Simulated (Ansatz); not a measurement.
# Vibrational response of HfTi₅N₆

All numbers below come from DFT PBE, scalar-relativistic, plane waves, PAW in Ansatz. Plane waves to 420 eV; Γ-centred k mesh 12×12×4; Fermi-Dirac smearing of 0.15 eV. No spin polarisation. Phonons by linear response, acoustic sum rule imposed.

The cell, relaxed at this level:
```xyz
12
Lattice="3.0478 0.0000 0.0000 -1.5239 2.6395 0.0000 0.0000 0.0000 14.8781" Properties=species:S:1:pos:R:3 pbc="T T T"
Hf    0.0000    0.0000    0.0000
Ti    0.0000    1.7597    2.5899
Ti    1.5239    0.8798    5.0049
Ti    0.0000    0.0000    7.4391
Ti    0.0000    1.7597    9.8732
Ti    1.5239    0.8798   12.2882
N     0.0000    1.7597    6.2249
N     1.5239    0.8798    8.6533
N     0.0000    0.0000   11.0818
N     0.0000    1.7597   13.5257
N     1.5239    0.8798    1.3525
N     0.0000    0.0000    3.7963
```

The structure comes from a generated guess, relaxed at this level; another structure or a mixture of phases may lie lower. In a metal, frequencies depend on the k mesh and the smearing, soft modes most. Spin–orbit coupling is left out, which matters for heavy elements.

(1) Is this structure stable against zone-centre distortions?

(2) List the optical modes at Γ (i marks imaginary ones).

Answers

(1) Yes, at Γ: no optical mode is imaginary. Strains and other wave vectors aren't tested by this run.

(2)
```
frequency (cm⁻¹)  degeneracy
              95           2
             125           2
             154           1
             163           2
             180           2
             189           2
             202           1
             250           1
             285           1
             305           1
             483           2
             486           1
             500           2
             501           1
             507           2
             511           2
             513           2
             521           1
             537           2
             537           1
             558           1
             572           1
```
